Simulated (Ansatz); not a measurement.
NaBrF4:
```
CELL_PARAMETERS angstrom
     -2.86790     2.86790     5.16495
      2.86790    -2.86790     5.16495
      2.86790     2.86790    -5.16495
ATOMIC_POSITIONS crystal
  Na 0.25000 0.25000 0.00000
  Na 0.75000 0.75000 0.00000
  Br 0.50000 0.00000 0.50000
  Br 0.00000 0.50000 0.50000
  F  0.79818 0.29818 0.83114
  F  0.20182 0.70182 0.16886
  F  0.29818 0.46704 0.50000
  F  0.70182 0.53296 0.50000
  F  0.46704 0.96704 0.16886
  F  0.53296 0.03296 0.83114
  F  0.96704 0.79818 0.50000
  F  0.03296 0.20182 0.50000
```

Relaxed with r²SCAN. Special points in fractions of this cell's reciprocal vectors: Γ (0.000, 0.000, 0.000); X (0.000, 0.000, 0.500); P (0.250, 0.250, 0.250); N (0.000, 0.500, 0.000); M (0.500, 0.500, -0.500); S (0.327, 0.673, -0.327); S0 (-0.327, 0.327, 0.327); R (-0.154, 0.154, 0.500); G (0.500, 0.500, -0.154).

Q: List the band energies nearest the valence-band maximum at these points for plane-wave PAW r²SCAN (Ansatz code).

A: In eV from the valence-band maximum; about four levels below and three above (degenerate sets whole), none deeper than 8.9 eV; points with the same levels are listed once.

| k | below | above |
|---|---|---|
| Γ | -2.02 -2.02 -1.88 -0.12 -0.12 | 4.14 4.46 4.46 |
| X | -1.82 -1.23 -0.06 -0.04 | 3.82 4.22 4.41 |
| P | -1.50 -1.50 -0.05 -0.05 | 4.12 4.12 4.40 4.40 |
| N | -1.47 -1.47 -0.08 -0.08 | 3.96 3.96 4.53 4.53 |
| M | -1.25 -1.23 0.00 0.00 | 3.55 3.88 3.88 |
| S | -1.40 -1.37 -0.06 -0.04 | 3.99 4.00 4.01 |
| R | -1.68 -1.22 -0.06 -0.04 | 3.84 4.14 4.29 |

Space group I4/mcm. The workflow started from a Materials Project entry (that database holds measured and hypothetical structures alike); the Crystallography Open Database copy checked does not list it. Its standing as an ambient phase is unchecked. The cell was relaxed with r²SCAN under the symmetry of its start; its stability against distortions is not shown here. Scalar-relativistic: spin–orbit coupling is off unless named, which matters more the heavier the elements.

Potentials: the later of the program's two PAW sets.
